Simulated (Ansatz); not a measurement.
Given:

Li:
```cif
data_Li2
_chemical_formula_sum 'Li2'
_space_group_name_H-M_alt 'Im-3m'
_space_group_IT_number 229
_space_group_name_Hall '-I 4 2 3'
_cell_length_a 3.47253
_cell_length_b 3.47253
_cell_length_c 3.47253
_cell_angle_alpha 90.000
_cell_angle_beta 90.000
_cell_angle_gamma 90.000
loop_
_atom_site_label
_atom_site_type_symbol
_atom_site_symmetry_multiplicity
_atom_site_Wyckoff_symbol
_atom_site_fract_x
_atom_site_fract_y
_atom_site_fract_z
_atom_site_occupancy
Li1 Li 2 a 0.00000 0.00000 0.00000 1
```
(The calculation used a cell of 1 atom; values per cell refer to that cell.)

This is the r²SCAN+D4-relaxed structure.

Task: All from the program Ansatz at the r²SCAN+D4 level (PAW), unless another level is named. Give the bulk modulus (Birch–Murnaghan fit).

Result: 13.2 GPa.

Task: And the elastic constants (relaxed ions, GPa)?

Result: C11 = 14.1, C12 = 12.6, C44 = 11.1.

The cell was relaxed with r²SCAN+D4 under the symmetry of its start. The pairwise dispersion correction was not fitted to metals. As this level gives no gap, shear constants depend on the k-mesh and smearing (Fermi–Dirac, 0.1 eV here).

Potentials: the later of the program's two PAW sets.
